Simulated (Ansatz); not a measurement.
# Zone-centre phonons of PbF2 at 50 GPa: input and output

Computed with DFT PBE+D3(BJ), scalar-relativistic, plane waves, PAW in Ansatz 0.2.0.

Launched with:
```bash
ansatz run input.yaml --threads 1 --pin off --max-ram 1228MiB --backend cpu --events-out ev --progress --plain --runs-dir out
```

Input (bare energies are in eV):
```yaml
crystal:
  lattice:
    - [0.0, 2.6726426513, 2.6726426513]
    - [2.6726426513, 0.0, 2.6726426513]
    - [2.6726426513, 2.6726426513, 0.0]
  atoms:
    - { symbol: Pb, position: [0.0, 0.0, 0.0] }
    - { symbol: F, position: [0.25, 0.25, 0.25] }
    - { symbol: F, position: [0.75, 0.75, 0.75] }
basis:
  ecutwfc: 420
kpoints:
  mp_grid: { grid: [8, 8, 8] }
hamiltonian:
  xc: pbe
  dispersion: d3bj
scf:
  occupations: { method: fixed }
output:
  eigenvalues: true
phonons:
  method: dfpt
  dielectric: true
  rigid_motions: translations
  eigenvectors: true
```

Results section of the output:
```
--- Phonons (Γ-DFPT): 2 representative perturbations + reference, on 95 of 512 k-points (Σ response iterations 7) ---
  k mesh reduced under 4 symmetry operations, with k and −k counted as one. Each operation leaves every solved perturbation unchanged. A smaller set is not considered because the run solves the response ...
  ASR residual: 2.145e-4 → 0.000e0 eV/Å²; symmetrization residual: 3.169e-6 eV/Å²
  pairwise dispersion correction: d3bj (s6 = 1.0, s8 = 0.7875, a1 = 0.4289, a2_bohr = 4.4407), with the weights of each atom's references fixed at the reference crystal's, and the forces and stress that the weights' published response gives ...
  ASR residual per site (eV/Å²): 2.67e-5 2.14e-4 2.14e-4
  Γ frequencies (cm⁻¹): 0.00 0.00 0.00 279.96 279.96 279.96 408.10 408.10 408.10
  ε∞ (high-frequency dielectric tensor):
        3.749731    -0.000000     0.000000
        0.000000     3.749731     0.000000
        0.000000    -0.000000     3.749731
  ε⁰ (static dielectric tensor: ions relaxed, cell fixed):
       10.169696    -0.000000    -0.000000
       -0.000000    10.169696     0.000000
       -0.000000     0.000000    10.169696
  ε⁰ − ε∞ (ionic part):
        6.419965    -0.000000    -0.000000
       -0.000000     6.419965     0.000000
       -0.000000     0.000000     6.419965
  softest optical mode at Γ: 279.96 cm⁻¹; the repairs (sum rule, projections) moved no ω² at Γ by more than (1.86 cm⁻¹)²
  Born effective charges Z* (e; rows j = field, columns β = displacement):
    site 0:
         3.54073    0.00000    0.00000
         0.00000    3.54073    0.00000
         0.00000    0.00000    3.54073
    site 1:
        -1.77037   -0.00000   -0.00000
         0.00000   -1.77037   -0.00000
         0.00000   -0.00000   -1.77037
    site 2:
        -1.77037    0.00000   -0.00000
        -0.00000   -1.77037    0.00000
         0.00000   -0.00000   -1.77037
  Z* charge neutrality: 2.807e-5 e pre-enforcement
  k-mesh period / interband length: 30.2 Å / 1.25 Å = 24.17 at k = (0.0000, -0.5000, -0.5000), direct gap 4.347 eV — 14 or more, which is no proof of convergence
  optical modes at Γ without the LO–TO term, one row a degenerate level:
      ω (cm⁻¹) modes IR ((D/Å)²/amu)
        279.96      3            27.0239
        408.10      3             0.0000
  optical modes at Γ + LO–TO along q̂ = [1.0000, 0.0000, 0.0000]:
      ω (cm⁻¹) modes IR ((D/Å)²/amu)
        279.96      2            18.0159
        408.10      3             0.0000
        461.06      1             9.0080
  optical modes at Γ + LO–TO along q̂ = [0.0000, 1.0000, 0.0000]:
      ω (cm⁻¹) modes IR ((D/Å)²/amu)
        279.96      2            18.0159
        408.10      3             0.0000
        461.06      1             9.0080
  optical modes at Γ + LO–TO along q̂ = [0.0000, 0.0000, 1.0000]:
      ω (cm⁻¹) modes IR ((D/Å)²/amu)
        279.96      2            18.0159
        408.10      3             0.0000
        461.06      1             9.0080
```

Time: 68 s on 1 thread of Arm Neoverse N1, with other jobs on the host, peak memory 0.51 GiB.

Spin–orbit coupling is left out, which matters for heavy elements. Other phases may be more stable at this pressure.